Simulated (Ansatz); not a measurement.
## Ca2Nb2O6F: do the settings matter for the field gradients?

This input was run with Ansatz:

```yaml
crystal:
  lattice:
    - [0.0, 5.21025, 5.21025]
    - [5.21025, 0.0, 5.21025]
    - [5.21025, 5.21025, 0.0]
  atoms:
    - { symbol: Ca, position: [0.125, 0.125, 0.125] }
    - { symbol: Ca, position: [0.625, 0.125, 0.125] }
    - { symbol: Ca, position: [0.125, 0.125, 0.625] }
    - { symbol: Ca, position: [0.125, 0.625, 0.125] }
    - { symbol: Nb, position: [0.625, 0.625, 0.625] }
    - { symbol: Nb, position: [0.125, 0.625, 0.625] }
    - { symbol: Nb, position: [0.625, 0.625, 0.125] }
    - { symbol: Nb, position: [0.625, 0.125, 0.625] }
    - { symbol: O, position: [0.7057383467, 0.2942616533, 0.2942616533] }
    - { symbol: O, position: [0.5442616533, 0.9557383467, 0.5442616533] }
    - { symbol: O, position: [0.2942616533, 0.7057383467, 0.7057383467] }
    - { symbol: O, position: [0.9557383467, 0.5442616533, 0.9557383467] }
    - { symbol: O, position: [0.2942616533, 0.7057383467, 0.2942616533] }
    - { symbol: O, position: [0.5442616533, 0.5442616533, 0.9557383467] }
    - { symbol: O, position: [0.7057383467, 0.2942616533, 0.7057383467] }
    - { symbol: O, position: [0.9557383467, 0.9557383467, 0.5442616533] }
    - { symbol: O, position: [0.5442616533, 0.9557383467, 0.9557383467] }
    - { symbol: O, position: [0.2942616533, 0.2942616533, 0.7057383467] }
    - { symbol: O, position: [0.9557383467, 0.5442616533, 0.5442616533] }
    - { symbol: O, position: [0.7057383467, 0.7057383467, 0.2942616533] }
    - { symbol: F, position: [0.0, 0.0, 0.0] }
    - { symbol: F, position: [0.25, 0.25, 0.25] }
kpoints:
  mp_grid: { grid: [6, 6, 6] }
scf:
  occupations: { method: fermi_dirac, width: 0.05 }
hamiltonian:
  xc: pbe
  pseudopotentials: { kind: paw }
output:
  forces: true
  stress: true
  populations: true
  efg:
    quadrupole_moments_barn: { Ca: -0.0408, Nb: -0.32, O: -0.02558 }
    contact_densities: true
basis:
  ecutrho_ratio: 8
```

It converged. Of its output the block on the nuclei alone is shown, without the SCF iterations, energies, forces and stress (one atom of each set):

```
--- PAW observables at the nuclei: V_zz in 10²¹ V/m², potentials from the cell's mean, atoms counted from 1 ---
  atom   1  Ca V_zz =    -0.869310   η = 0.0000   by run symmetry: allowed   C_q = +0.8576 MHz
            electrostatic potential = -2216.950035 V   contact ρ = 41252.597376 e/Å³
  atom   5  Nb V_zz =    +8.965546   η = 0.0000   by run symmetry: allowed   C_q = -69.3715 MHz
            electrostatic potential = -6134.178032 V   contact ρ = 540925.938107 e/Å³
  atom   9  O  V_zz =    -0.616350   η = 0.4976   by run symmetry: allowed   C_q = +0.3812 MHz
            electrostatic potential = -625.045325 V   contact ρ = 2157.198940 e/Å³
  atom  21  F  V_zz =    +0.000000   η = 0.0000   by run symmetry: forbidden
            electrostatic potential = -739.798045 V   contact ρ = 3126.436046 e/Å³
```

Question: Can these gradients be trusted, and how do they compare with a run on standard settings?

Answer: They agree with the standard run. Against the standard input the change is `basis.ecutrho_ratio`: not typed → 8. A site carries the number of its first atom; V_zz in 10²¹ V/m².

```
site  atom  V_zz standard  η standard  V_zz here  η here
  Ca     1          -0.87        0.00      -0.87    0.00
  Nb     5           8.96        0.00       8.97    0.00
   O     9          -0.62        0.49      -0.62    0.50
```

No V_zz moves by more than 0.01. Sites without a gradient aren't listed.

On the reference run: The run finds no gap above 0.1 eV (a metal, or nearly one), so the gradients can move by 10 % or more with the k-mesh. Without spin–orbit coupling (the program notes it for Nb) the gradients can shift somewhat, as the gap is small. Semilocal functionals can leave a metal where correlation in the d or f shell opens a gap in the real compound, and that would change the values at and beside Nb. The database positions were far from equilibrium, so the relaxed structure may not be the compound's real one.
